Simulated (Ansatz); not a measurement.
An Ansatz (a first-principles code) run. Input:

Ansatz 0.2 input:
```yaml
crystal:
  lattice:
    - [2.7454077362, 0.0, 0.0]
    - [0.0, 2.7454077362, 0.0]
    - [0.0, 0.0, 3.8062107266]
  atoms:
    - { symbol: Ru, position: [0.0, 0.0, 0.0] }
    - { symbol: Mo, position: [0.5, 0.5, 0.5] }
kpoints:
  mp_grid: { grid: [15, 15, 11] }
hamiltonian:
  xc: pbesol
  pseudopotentials: { kind: paw }
scf:
  occupations: { method: fermi_dirac, width: 0.1 }
phonons:
  method: dfpt
  response_accuracy: low
  eigenvectors: true
  rigid_motions: translations
```

Output (shortened):

```
Pseudopotential: Ru, paw, valence charge 16
Pseudopotential: Mo, paw, valence charge 14
Functional definition: PBEsol
Crystal: 2 atoms, lattice volume = 28.688 Å³
Basis set: ecut = 420 eV, 569 PW (Γ), exchange–correlation on 40×40×54 points (8 copies of the dense FFT grid, shifted against one another)
Bands: 19, of which v1, the nominal top of the filled ones, is band 15 counted from 1 (14 counted from 0)
Symmetry: 16 space group operations
k-points: 384 of 2475 (irreducible under 8 space group operations)
SCF iter   1: F=—  HF=-10713.878499 eV  |F-HF|=—  |Δ(HF+E_count)|=         —  Δρ=9.31e-3  dr2=9.37e-3  ethr=1.77e-3  ⟨swp⟩=5.0  Hψ=30060  notcnv=0
preconditioner: auto → none
SCF iter   2: F=—  HF=-10713.877721 eV  |F-HF|=—  |Δ(HF+E_count)|=   7.78e-4  Δρ=4.53e-3  dr2=2.30e-3  ethr=3.12e-5  ⟨swp⟩=2.2  Hψ=14888  notcnv=0
SCF iter   3: F=—  HF=-10713.877327 eV  |F-HF|=—  |Δ(HF+E_count)|=   3.94e-4  Δρ=3.17e-4  dr2=1.31e-5  ethr=7.66e-6  ⟨swp⟩=2.3  Hψ=12328  notcnv=0
SCF iter   4: F=—  HF=-10713.877328 eV  |F-HF|=—  |Δ(HF+E_count)|=   4.34e-7  Δρ=9.03e-5  dr2=1.23e-6  ethr=4.38e-8  ⟨swp⟩=2.0  Hψ=13138  notcnv=0
SCF iter   5: F=—  HF=-10713.877328 eV  |F-HF|=—  |Δ(HF+E_count)|=   6.23e-7  Δρ=3.27e-5  dr2=1.45e-7  ethr=4.09e-9  ⟨swp⟩=2.0  Hψ=12280  notcnv=0
SCF iter   6: F=—  HF=-10713.877328 eV  |F-HF|=—  |Δ(HF+E_count)|=   1.17e-8  Δρ=5.99e-6  dr2=7.69e-9  ethr=4.83e-10  ⟨swp⟩=2.0  Hψ=12893  notcnv=0
SCF iter   7: F=—  HF=-10713.877328 eV  |F-HF|=—  |Δ(HF+E_count)|=   2.21e-9  Δρ=1.20e-6  dr2=1.04e-10  ethr=2.56e-11  ⟨swp⟩=2.1  Hψ=10349  notcnv=0
SCF iter   8: F=-10713.877328 eV  HF=-10713.877328 eV  |F-HF|=0.00e0  |Δ(HF+E_count)|=  3.64e-12  Δρ=1.63e-7  dr2=2.92e-12  ethr=1.00e-12  ⟨swp⟩=5.4  Hψ=32854  notcnv=0
SCF 1 converged in 8 iterations: F = -10713.877328 eV  dr2 = 2.92e-12
DFPT response loops at Γ: preconditioner auto → Kerker (q_TF=auto, 2.749 Å⁻¹) (partly filled bands, converged f_vac=0.000) …
SCF converged after 8 iterations
Free energy (F): -10713.877328 eV
Harris-Foulkes:  -10713.877328 eV  (|F-HF|=0.00e0)
Internal energy: -10713.807332 eV  (E = F + TS)
E sigma→0 (E₀):  -10713.842330 eV
Entropy (-TS):   -0.069996 eV (-34.998 meV/atom)
Fermi energy:    22.244613 eV
--- Per-component energies (eV) ---
  E_band       = -101.348058
  E_kinetic    = 957.151197
  E_local      = -2058.181597  (includes V_loc(G=0)·N_el)
  E_nonlocal   = 489.713424
  E_hartree    = 672.999992
  E_xc         = -372.582136
  E_vxc        = -468.090129  (∫ρ·V_xc dr)
  E_paw        = -6543.469817  (= ΣΔE_a)
  E_vpaw       = -367.940794  (= ΣTr[D̂ρ^β])
  E_aug_tail   = -0.000165  (compensation charges beyond the density's cutoff)
  E_ewald      = -3859.900826
  E_core_change = 0.462595  (= ΣΔE_core)
  E_smearing   = -0.069996  (= −TS)
  E_closure    = 0.000000  (closes the sum)
  Σ components = -10713.877328   (vs F -10713.877328, Δ=0.00e0)
  [band-id]    e_kinetic+e_local+e_nonlocal+2·e_hartree+e_vxc+e_vpaw+e_augmentation_tail = -101.348079   (vs E_band -101.348058, Δ=-2.10e-5)
--- Band table (eV; the first three rows and the last of 384) ---
  k-point 0: bands = ["-50.1749", "-38.5482", "-20.2633", "-19.9656", "-19.9656", "-12.6358", "-12.1530", "-12.1530", "14.8446", "16.3612", "16.9546", "20.3678", "20.3678", "20.7807", "22.6571", "23.3653", "25.7871", "26.1009", "26.1009"]
  k-point 1: bands = ["-50.1747", "-38.5486", "-20.2609", "-19.9652", "-19.9652", "-12.6441", "-12.1540", "-12.1540", "14.9679", "16.4379", "17.0097", "20.4317", "20.4317", "20.6723", "22.6807", "23.2429", "25.7484", "25.8904", "25.8904"]
  k-point 2: bands = ["-50.1744", "-38.5494", "-20.2543", "-19.9641", "-19.9641", "-12.6662", "-12.1566", "-12.1566", "15.3257", "16.6553", "17.1728", "20.3704", "20.6200", "20.6200", "22.7470", "22.8924", "25.2321", "25.3467", "25.3467"]
  k-point 383: bands = ["-50.0833", "-38.3383", "-20.3653", "-20.3644", "-20.1455", "-12.9629", "-12.9625", "-12.5261", "17.9339", "18.0664", "19.0750", "19.0811", "20.0479", "20.1005", "21.9305", "23.7955", "24.4026", "27.0581", "32.2187"]
--- Phonons (Γ-DFPT): 4 representative perturbations + reference, on 384 of 2475 k-points (Σ response iterations 11) ---
  ASR residual: 1.739e-3 → 0.000e0 eV/Å²; symmetrization residual: 1.402e-4 eV/Å²
  ASR residual per site (eV/Å²): 1.14e-3 1.74e-3
  Γ frequencies (cm⁻¹): 0.00 0.00 0.00 153.25 153.25 215.50
  non-analytic LO–TO correction: not included (Born effective charges unavailable; polar crystals: no LO–TO splitting at Γ)
```

Cost: very roughly 60 core-seconds on shared cores.

Space group P4/mmm (L1₀ or tetragonal B2). The start of the workflow was typed in or built on a structure type; neither database checked (COD, Materials Project) lists it. Its standing as an ambient phase is unchecked. The PBEsol relaxation kept the symmetry of its start; whether a distortion lowers the energy is not shown. The run is not spin-polarised. As this level gives no gap, phonon frequencies hold no LO–TO term and depend on the k-mesh and smearing (Fermi–Dirac, 0.1 eV here). Spin–orbit coupling is left out wherever it is not named.

Potentials: the later of the program's two PAW sets.

Ansatz is a plane-wave DFT program.
